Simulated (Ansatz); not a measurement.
Relaxed Be (hcp, Mg type):

```
CELL_PARAMETERS angstrom
      4.52945     0.00000     0.00000
     -1.13236     1.96131     0.00000
      0.00000     0.00000     3.56124
ATOMIC_POSITIONS crystal
  Be 0.16667 0.66667 0.75000
  Be 0.66667 0.66667 0.75000
  Be 0.33333 0.33333 0.25000
  Be 0.83333 0.33333 0.25000
```

A phonon eigenvector at M = (0.5, 0.0, 0.0) is frozen into this cell: atom i moves by Q times the vector below, so Q is the largest atomic displacement, in Å. The cell is held. (q is in reciprocal vectors of the primitive cell; the cell shown is doubled to hold the pattern.)

```
atom       x       y      z
----  ------  ------  -----
Be1    0.500  -0.866  0.000
Be2   -0.500   0.866  0.000
Be3    0.500  -0.866  0.000
Be4   -0.500   0.866  0.000
```

Level of theory: PBE (plane waves to 420 eV, PAW, scalar-relativistic; Ansatz, a quantum-chemistry and plane-wave program). k mesh 23×23×13 (Γ-centred), Fermi-Dirac smearing 0.05 eV. With partly filled bands, energies and forces of such displacements shift with the k mesh and the smearing. Be was relaxed with its symmetry unable to fall. 

```csv
Q (Å),−dE/dQ from forces (eV/Å)
-0.100,2.091
-0.083,1.762
-0.067,1.422
-0.050,1.074
-0.033,0.719
-0.017,0.361
0.000,0.000
0.017,-0.361
0.033,-0.719
0.050,-1.074
0.067,-1.422
0.083,-1.762
0.100,-2.091
```

Task: What harmonic wavenumber does the curvature at Q = 0 give?

Result: 404 cm⁻¹. E″ = 21.67 eV/Å², M = Σ mᵢ|uᵢ|² = 36.0 u, ν̃ = 521.5·√(|E″|/M).

(A displaced cell: forces are minus the slopes of the energy, force constants its curvatures, and phonons follow from these.)
